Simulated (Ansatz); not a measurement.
BeSe (zinc blende, space group No. 216), a = b = c = 5.081 Å, α = β = γ = 90.00°; the cell used has 2 atoms.

This is the LDA-relaxed structure.

Question: All from plane-wave PAW LDA (Ansatz code), unless another level is named. Predict the hole effective mass, band 3 of 3 at the edge.

Answer: 0.24 along [100], 0.16 along [110], 0.15 along [111] (mₑ).

Question: What about the formation energy from the elements (no fitted shifts)?

Answer: -0.82 eV/atom.

Question: What about the band gap?

Answer: 2.40 eV (indirect).

Question: Next, the valence-band maximum?

Answer: at Γ.

Question: Predict the weight of the valence-edge state by species (Voronoi cells).

Answer: Se 77 %, Be 23 %.

Space group F-43m (zinc blende). Symmetry was held in the LDA relaxation; phonons on a q-mesh show no instability. The references are the lowest solids computed at this level, not always the standard phases. Spin–orbit coupling is left out wherever it is not named.

Potentials: the later of the program's two PAW sets.
